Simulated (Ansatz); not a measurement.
Question: Each is relaxed and computed with PBEsol in the plane-wave PAW code Ansatz. Which is the only metal?
A. Al2GaN3, Cm (Pearson symbol mS24)
B. CaTiO3, R3c (Ca on 6a, Ti on 6a, O on 18b)
C. AlSiCN, P3m1 (Al on 1b, Si on 1c, C on 1b, N on 1c)
D. Ti3AlC, anti-perovskite

Answer: D, Ti3AlC, anti-perovskite. Ti3AlC: metal; AlSiCN: gap 3.26 eV (indirect); Al2GaN3: gap 3.26 eV (direct); CaTiO3: gap 2.85 eV (indirect). Typed or built starts, not in the databases checked: CaTiO3, R3c (Ca on 6a, Ti on 6a, O on 18b). Standing as an ambient phase not checked: Ti3AlC, anti-perovskite; AlSiCN, P3m1 (Al on 1b, Si on 1c, C on 1b, N on 1c); Al2GaN3, Cm (Pearson symbol mS24). Began spin-polarised and lost the moments: CaTiO3, R3c (Ca on 6a, Ti on 6a, O on 18b). Perhaps ordered models of mixed-site phases: Al2GaN3, Cm (Pearson symbol mS24). All cells were relaxed under the symmetry of their starts (and spin orders); stability against distortions was not tested throughout. Rows with no word on spin ran without spin polarisation. Scalar-relativistic: spin–orbit coupling is off unless named, which matters more the heavier the elements.

Potentials: the later of the program's two PAW sets.
